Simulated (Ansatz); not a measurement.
A plane-wave DFT run in Ansatz 0.2.0 (scalar-relativistic PAW potentials unless the input names others): input and command.

```yaml
crystal:
  lattice:
    - [4.6345967963, 0.0, 0.0]
    - [0.0, 4.6345967963, 0.0]
    - [0.0, 0.0, 3.4970302158]
  atoms:
    - { symbol: Sn, position: [0.0, 0.0, 0.0] }
    - { symbol: Sn, position: [0.5, 0.5, 0.5] }
    - { symbol: O, position: [0.3066050863, 0.3066050863, 0.0] }
    - { symbol: O, position: [0.1933949137, 0.8066050863, 0.5] }
    - { symbol: O, position: [0.6933949137, 0.6933949137, 0.0] }
    - { symbol: O, position: [0.8066050863, 0.1933949137, 0.5] }
basis:
  ecutwfc: "14.7 Ry"
kpoints:
  mp_grid: { grid: [6, 6, 8] }
hamiltonian:
  xc: pbe
scf:
  occupations: { method: gaussian, width: 0.05 }
output:
  forces: true
  eigenvalues: true
  stress: true
```

```bash
ansatz run input.yaml --threads 2 --pin off --max-ram 5120MiB --backend cpu --events-out ev --progress --plain --runs-dir out
```

Abridged log:
```
Warning: basis.ecutwfc = 200.00368890 eV is below the records' recommended 420 eV, and the density's cutoff is lower with it unless basis.ecutrho_ratio is high enough to keep the records' density cutoff: compare with a run at a higher cutoff
Pseudopotentials: kind: paw
Pseudopotential: Sn, paw, valence charge 14, recommended cutoff 420 eV (normal)
Pseudopotential: O, paw, valence charge 6, recommended cutoff 420 eV (normal)
Functional definition: PBE
Crystal: 6 atoms, lattice volume = 75.114 Å³
Basis set: ecut = 200.00368890 eV, 481 PW (Γ), exchange–correlation on 48×48×36 points (8 copies of the dense FFT grid, shifted against one another)
Bands: 32, of which v1, the nominal top of the filled ones, is band 26 counted from 1 (25 counted from 0)
Symmetry: 16 space group operations
Space group: P42/mnm (ITA 136), of the structure as read, at distance tolerance 4.2e-5 Å
k-points: 50 of 288
Initial density: superposition of atomic densities (neutral atoms: chi_scale 0, normalization atom), corrected by the library's trained network
Initial wavefunctions: pseudopotential atomic-orbital guess
Functional: x = pbe(κ = 0.804, μ = 0.21951497), c = pbe(β = 0.06672455)
SCF iter   1: F=—  HF=-14284.874323 eV  |F-HF|=—  |Δ(HF+E_count)|=         —  Δρ=1.46e-1  dr2=6.79e0  ethr=1.77e-3  ⟨swp⟩=6.2  Hψ=6878  notcnv=0  defer=2
SCF iter   2: F=—  HF=-14282.320546 eV  |F-HF|=—  |Δ(HF+E_count)|=    2.55e0  Δρ=4.53e-2  dr2=3.79e-1  ethr=1.77e-3  ⟨swp⟩=2.6  Hψ=3604  notcnv=0  defer=86
SCF iter   3: F=—  HF=-14282.250923 eV  |F-HF|=—  |Δ(HF+E_count)|=   6.96e-2  Δρ=1.74e-2  dr2=5.45e-2  ethr=7.28e-4  ⟨swp⟩=2.0  Hψ=3028  notcnv=0  defer=86
SCF iter   4: F=—  HF=-14282.263872 eV  |F-HF|=—  |Δ(HF+E_count)|=   1.29e-2  Δρ=2.63e-3  dr2=1.61e-3  ethr=1.05e-4  ⟨swp⟩=2.7  Hψ=2818  notcnv=0  defer=86
SCF iter   5: F=—  HF=-14282.264525 eV  |F-HF|=—  |Δ(HF+E_count)|=   6.53e-4  Δρ=1.80e-4  dr2=1.13e-5  ethr=3.09e-6  ⟨swp⟩=2.4  Hψ=2278  notcnv=0  defer=36
automatic band count: iteration 5 solves 31 bands in place of 32: the levels show a gap, and the empty bands left out lie too high to hold charge; the band table lists the bands solved (type scf.n_extra_bands for more)
SCF iter   6: F=—  HF=-14282.265629 eV  |F-HF|=—  |Δ(HF+E_count)|=   1.10e-3  Δρ=3.07e-5  dr2=4.05e-7  ethr=2.18e-8  ⟨swp⟩=2.0  Hψ=2851  notcnv=0  defer=36
SCF iter   7: F=-14282.265629 eV  HF=-14282.265629 eV  |F-HF|=2.23e-8  |Δ(HF+E_count)|=   4.16e-7  Δρ=5.00e-6  dr2=2.83e-8  ethr=1.92e-10  ⟨swp⟩=9.2  Hψ=6508  notcnv=0
SCF 1 converged in 7 iterations: F = -14282.265629 eV  dr2 = 2.83e-8
SCF converged after 7 iterations
Free energy (F): -14282.265629 eV
Harris-Foulkes:  -14282.265629 eV  (|F-HF|=2.23e-8)
Internal energy: -14282.265284 eV  (E = F + TS)
E sigma→0 (E₀):  -14282.265456 eV
Entropy (-TS):   -0.000345 eV (-0.058 meV/atom)
Fermi energy:    8.708123 eV
--- Forces (eV/Å), atoms counted from 1 ---
  atom   1  Sn     0.00000000     0.00000000     0.00000000
  atom   2  Sn     0.00000000     0.00000000     0.00000000
  atom   3  O      0.64818111     0.64818111     0.00000000
  atom   4  O     -0.64818111     0.64818111     0.00000000
  atom   5  O     -0.64818111    -0.64818111     0.00000000
  atom   6  O      0.64818111    -0.64818111     0.00000000
--- Stress (GPa, compression-positive) ---
       20.454178       0.000000       0.000000
        0.000000      20.454178       0.000000
        0.000000       0.000000       9.930970
  P = ⅓ Tr σ = 16.9464 GPa (169.464 kbar)
```

Apart from outputs and empty bands, the input differs from a reference run on usual settings in basis.ecutwfc: 420 → "14.7 Ry". The reference, at the same geometry (not necessarily relaxed), gave pressure -1.41 GPa, largest force 0.268 eV/Å, gap on the mesh 0.46 eV. This run converged in 7 SCF iterations (reference: 6) with an energy at zero smearing 5.9 eV/atom above the reference's, pressure 16.95 GPa, largest force 0.917 eV/Å, no gap on the mesh. Its cutoff is looser than usual, and the result moved.

The run took 2.9 s on 2 threads of AMD EPYC (Zen 3), on a shared host, peak memory 0.34 GiB.